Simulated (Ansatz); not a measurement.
One stationary structure of ZrO2. These are r2SCAN (plane waves to 500 eV, PAW, scalar-relativistic; Ansatz, a quantum-chemistry and plane-wave program) values and carry that method's errors.

```cif
data_O16Zr8
_chemical_formula_sum 'Zr8 O16'
_space_group_name_H-M_alt 'P 1'
_space_group_IT_number 1
_cell_length_a 5.55266
_cell_length_b 9.98517
_cell_length_c 5.77892
_cell_angle_alpha 90.000
_cell_angle_beta 90.000
_cell_angle_gamma 90.000
loop_
_space_group_symop_operation_xyz
  'x, y, z'
loop_
_atom_site_label
_atom_site_type_symbol
_atom_site_fract_x
_atom_site_fract_y
_atom_site_fract_z
_atom_site_occupancy
Zr1 Zr 0.14808 0.12977 0.90685 1
Zr2 Zr 0.64808 0.37023 0.09315 1
Zr3 Zr 0.35192 0.87023 0.40685 1
Zr4 Zr 0.85192 0.62977 0.59315 1
Zr5 Zr 0.85192 0.87023 0.09315 1
Zr6 Zr 0.35192 0.62977 0.90685 1
Zr7 Zr 0.64808 0.12977 0.59315 1
Zr8 Zr 0.14808 0.37023 0.40685 1
O1 O 0.82989 0.01475 0.84485 1
O2 O 0.32989 0.48525 0.15515 1
O3 O 0.67011 0.98525 0.34485 1
O4 O 0.17011 0.51475 0.65515 1
O5 O 0.17011 0.98525 0.15515 1
O6 O 0.67011 0.51475 0.84485 1
O7 O 0.32989 0.01475 0.65515 1
O8 O 0.82989 0.48525 0.34485 1
O9 O 0.47590 0.23194 0.87610 1
O10 O 0.97590 0.26806 0.12390 1
O11 O 0.02410 0.76806 0.37610 1
O12 O 0.52410 0.73194 0.62390 1
O13 O 0.52410 0.76806 0.12390 1
O14 O 0.02410 0.73194 0.87610 1
O15 O 0.97590 0.23194 0.62390 1
O16 O 0.47590 0.26806 0.37610 1
```

Task: Find the space group and the Wyckoff positions (tolerance 0.01 Å).

Result: Space group Pbca (No. 61); a = 5.5527 Å, b = 9.9852 Å, c = 5.7789 Å, α = 90.00°, β = 90.00°, γ = 90.00°

```tsv
atom	site	symmetry	x	y	z
Zr	8c	1	0.1481	0.3702	0.4068
O	8c	1	0.3299	0.4853	0.1551
O	8c	1	0.4759	0.2681	0.3761
```

Task: Give the shortest distances between elements (the closest pairs, up to four, under 3.6 Å).

Result: O–Zr 2.04 Å; O–O 2.62 Å; Zr–Zr 3.25 Å.

* **Volume per atom**: 13.35 Å³
* **Band gap**: 4.37 eV, direct at Γ (no spin-orbit coupling)

No spin polarisation in the result.

The run could not lose the symmetry of its start.

The first start was generated by placing the elements on the sites of a structure type. Materials Project lists a structure of ZrO2 in the same space group, Pbca (No. 61); the sites were not compared with it, nor with measured phases. Known forms of ZrO2 include space group No. 14, 137, 225.
